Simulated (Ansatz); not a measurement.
Input file for Ansatz (a first-principles code):

Ansatz 0.2 input:
```yaml
crystal:
  lattice:
    - [-1.5309531271, 1.5309531271, 1.5309531271]
    - [1.5309531271, -1.5309531271, 1.5309531271]
    - [1.5309531271, 1.5309531271, -1.5309531271]
  atoms:
    - { symbol: Os, position: [0.0, 0.0, 0.0] }
kpoints:
  mp_grid: { grid: [14, 14, 14] }
  band_path:
    path:
      - [[0.0, 0.0, 0.0], [0.5, -0.5, 0.5], [0.0, 0.0, 0.5], [0.0, 0.0, 0.0], [0.25, 0.25, 0.25], [0.5, -0.5, 0.5]]  # Γ-H-N-Γ-P-H
      - [[0.25, 0.25, 0.25], [0.0, 0.0, 0.5]]  # P-N
    npoints: 12
basis: { xc_grid: 2 }
hamiltonian:
  xc: pbesol
  pseudopotentials: { kind: paw }
magnetization: { noncollinear: true, spin_orbit: true }
scf:
  n_extra_bands: 12
  convergence: { dr2_threshold: 0.0000000001 }
  occupations: { method: gaussian, width: 0.05 }
output: { eigenvalues: true }
```

Output (shortened):

```
Pseudopotential: Os, paw_fr, valence charge 16
Functional definition: PBEsol
non-collinear run that drives no moment, with spin-orbit …
Crystal: 1 atoms, lattice volume = 14.353 Å³
Basis set: ecut = 420 eV, 321 PW (Γ), exchange–correlation on 36×36×36 points (8 copies of the dense FFT grid, shifted against one another)
Bands: 28, of which v1, the nominal top of the filled ones, is band 16 counted from 1 (15 counted from 0)
Symmetry: 48 space group operations + 48 with time reversal
k-points: 104 of 2744
Projection manifold: j_resolved (fully-relativistic pseudo-atomic orbitals)
SCF iter   1: F=—  HF=-11279.014648 eV  |F-HF|=—  |Δ(HF+E_count)|=         —  Δρ=5.55e-2  dr2=3.49e-1  dr2_m=0.00e0 (ungated)  ethr=3.10e-3  |M|=0.00e0 ∫|m|=0.00e0 μB  |m|>n=0.0e0 m-floor=0.0e0 τ_xc=0.0e0  β_m=0.30  ⟨swp⟩=5.5  Hψ=6633  notcnv=0  defer=120
preconditioner: auto → none
SCF iter   2: F=—  HF=-11278.911156 eV  |F-HF|=—  |Δ(HF+E_count)|=   1.03e-1  Δρ=2.94e-2  dr2=7.54e-2  dr2_m=0.00e0 (ungated)  ethr=2.18e-3  |M|=0.00e0 ∫|m|=0.00e0 μB  |m|>n=0.0e0 m-floor=0.0e0 τ_xc=0.0e0  β_m=0.43  ⟨swp⟩=2.0  Hψ=2156  notcnv=0  defer=670
SCF iter   3: F=—  HF=-11278.889972 eV  |F-HF|=—  |Δ(HF+E_count)|=   2.12e-2  Δρ=8.53e-3  dr2=3.15e-3  dr2_m=0.00e0 (ungated)  ethr=4.71e-4  |M|=0.00e0 ∫|m|=0.00e0 μB  |m|>n=0.0e0 m-floor=0.0e0 τ_xc=0.0e0  β_m=0.65  ⟨swp⟩=2.1  Hψ=1824  notcnv=0  defer=670
SCF iter   4: F=—  HF=-11278.889918 eV  |F-HF|=—  |Δ(HF+E_count)|=   5.31e-5  Δρ=3.90e-4  dr2=1.59e-5  dr2_m=0.00e0 (ungated)  ethr=1.97e-5  |M|=0.00e0 ∫|m|=0.00e0 μB  |m|>n=0.0e0 m-floor=0.0e0 τ_xc=0.0e0  β_m=0.77  ⟨swp⟩=1.7  Hψ=1453  notcnv=0  defer=670
SCF iter   5: F=—  HF=-11278.889913 eV  |F-HF|=—  |Δ(HF+E_count)|=   5.40e-6  Δρ=6.95e-5  dr2=1.79e-7  dr2_m=0.00e0 (ungated)  ethr=9.91e-8  |M|=0.00e0 ∫|m|=0.00e0 μB  |m|>n=0.0e0 m-floor=0.0e0 τ_xc=0.0e0  β_m=0.88  ⟨swp⟩=2.0  Hψ=1936  notcnv=0  defer=670
SCF iter   6: F=—  HF=-11278.889914 eV  |F-HF|=—  |Δ(HF+E_count)|=   6.42e-7  Δρ=4.46e-6  dr2=9.13e-10  dr2_m=0.00e0 (ungated)  ethr=1.12e-9  |M|=0.00e0 ∫|m|=0.00e0 μB  |m|>n=0.0e0 m-floor=0.0e0 τ_xc=0.0e0  β_m=0.88  ⟨swp⟩=2.2  Hψ=1606  notcnv=0  defer=670
SCF iter   7: F=-11278.889914 eV  HF=-11278.889914 eV  |F-HF|=7.28e-12  |Δ(HF+E_count)|=  2.76e-10  Δρ=6.00e-7  dr2=1.24e-11  dr2_m=0.00e0 (ungated)  ethr=1.00e-12  |M|=0.00e0 ∫|m|=0.00e0 μB  |m|>n=0.0e0 m-floor=0.0e0 τ_xc=0.0e0  ⟨swp⟩=7.4  Hψ=5697  notcnv=0
SCF 1 converged in 7 iterations: F = -11278.889914 eV  dr2 = 1.24e-11
NSCF: frozen V_eff on 74 k-points
SCF converged after 7 iterations
Magnetization: |M| = 0.0000 μB,  M = (+0.0000, +0.0000, +0.0000) μB
Absolute magnetization: 0.0000 μB (∫|m|)
  site 0: m = (+0.0000, +0.0000, +0.0000) μB, |m| = 0.0000 μB  (R = 1.09 Å)
Free energy (F): -11278.889914 eV
Harris-Foulkes:  -11278.889914 eV  (|F-HF|=7.28e-12)
Internal energy: -11278.888638 eV  (E = F + TS)
E sigma→0 (E₀):  -11278.889276 eV
Entropy (-TS):   -0.001276 eV (-1.276 meV/atom)
Fermi energy:    25.405626 eV
--- Per-component energies (eV) ---
  E_band       = -80.115128
  E_kinetic    = 562.997676
  E_local      = -810.166415  (includes V_loc(G=0)·N_el)
  E_nonlocal   = -6.861689
  E_hartree    = 333.201623
  E_xc         = -265.038446
  E_vxc        = -283.622361  (∫ρ·V_xc dr)
  E_paw        = -8902.590005  (= ΣΔE_a)
  E_vpaw       = -208.865489  (= ΣTr[D̂ρ^β])
  E_aug_tail   = -0.000058  (compensation charges beyond the density's cutoff)
  E_ewald      = -2190.684297
  E_core_change = 0.252974  (= ΣΔE_core)
  E_smearing   = -0.001276  (= −TS)
  E_closure    = 0.000000  (closes the sum)
  Σ components = -11278.889914   (vs F -11278.889914, Δ=0.00e0)
  [band-id]    e_kinetic+e_local+e_nonlocal+2·e_hartree+e_vxc+e_vpaw+e_augmentation_tail = -80.115090   (vs E_band -80.115128, Δ=3.75e-5)
--- Band table (eV; the first three rows and the last of 104) ---
  k-point 0: bands = ["-61.1205", "-61.1205", "-29.2592", "-29.2592", "-16.7698", "-16.7698", "-16.7698", "-16.7698", "14.3328", "14.3328", "21.7057", "21.7057", "21.7057", "21.7057", "22.4113", "22.4113", "25.4145", "25.4145", "25.4145", "25.4145", …
  k-point 1: bands = ["-61.1156", "-61.1156", "-29.2723", "-29.2723", "-16.8192", "-16.8192", "-16.7795", "-16.7795", "14.5804", "14.5804", "21.6421", "21.6421", "21.7810", "21.7810", "22.4795", "22.4795", "25.2282", "25.2282", "25.4252", "25.4252", …
  k-point 2: bands = ["-61.1018", "-61.1018", "-29.3091", "-29.3091", "-16.9558", "-16.9558", "-16.8068", "-16.8068", "15.2770", "15.2770", "21.3992", "21.3992", "21.7592", "21.7592", "22.9744", "22.9744", "24.8781", "24.8781", "25.4713", "25.4713", …
  k-point 103: bands = ["-60.9447", "-60.9447", "-29.6867", "-29.6867", "-17.6618", "-17.6618", "-17.6618", "-17.6618", "17.9021", "17.9021", "17.9021", "17.9021", "27.5945", "27.5945", "27.5945", "27.5945", "28.5037", "28.5037", "31.0981", "31.0981", …
```

Cost: about 7 core-seconds (a rough figure) on shared cores.

Space group Im-3m (bcc (W type)). The start of the workflow was typed in or built on a structure type; neither database checked (COD, Materials Project) lists it. It is not the phase usual at ambient conditions (space group No. 194). The cell was relaxed with PBEsol under the symmetry of its start. At this level the phase is mechanically unstable. No spin polarisation was allowed.

Potentials: the later of the program's two PAW sets.

Ansatz is a plane-wave DFT program.
